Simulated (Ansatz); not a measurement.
# Na2TlGaF6 (Fm-3m), zone-centre modes

The calculation used DFT PBEsol, scalar-relativistic, plane waves, PAW (Ansatz 0.2.0). Settings: plane waves to 420 eV, k-mesh 6×6×6 (Γ-centred), Gaussian smearing 0.05 eV. Spin–orbit coupling is left out, which can shift energies with elements as heavy as these. No spin polarisation.

The undisturbed cell (relaxed at this level; it needn't be the usual structure):

```
Na Tl Ga F
1.0
     0.00000    4.42816    4.42816
     4.42816    0.00000    4.42816
     4.42816    4.42816    0.00000
Na Tl Ga F
2 1 1 6
Direct
  0.75000 0.75000 0.75000
  0.25000 0.25000 0.25000
  0.50000 0.50000 0.50000
  0.00000 0.00000 0.00000
  0.78592 0.21408 0.21408
  0.21408 0.21408 0.78592
  0.21408 0.78592 0.78592
  0.21408 0.78592 0.21408
  0.78592 0.21408 0.78592
  0.78592 0.78592 0.21408
```

Harmonic modes by finite displacements of 0.02 Å, without the LO–TO term.

(1) At this geometry, is the structure stable against these modes?

(2) List the wavenumbers in cm⁻¹.

## Answers

(1) No: 9 modes are unstable, the strongest at 128i cm⁻¹.

(2) 128i, 128i, 128i, 109i, 109i, 109i, 90i, 90i, 90i, 0, 0, 0, 89, 89, 89, 94, 94, 94, 238, 238, 238, 260, 260, 260, 394, 394, 460, 460, 460, 539.

Cost: 1 run of about 5.5 core-minutes, on Intel Xeon Processor @ 2.50GHz (Skylake/Cascade Lake) (shared hosts).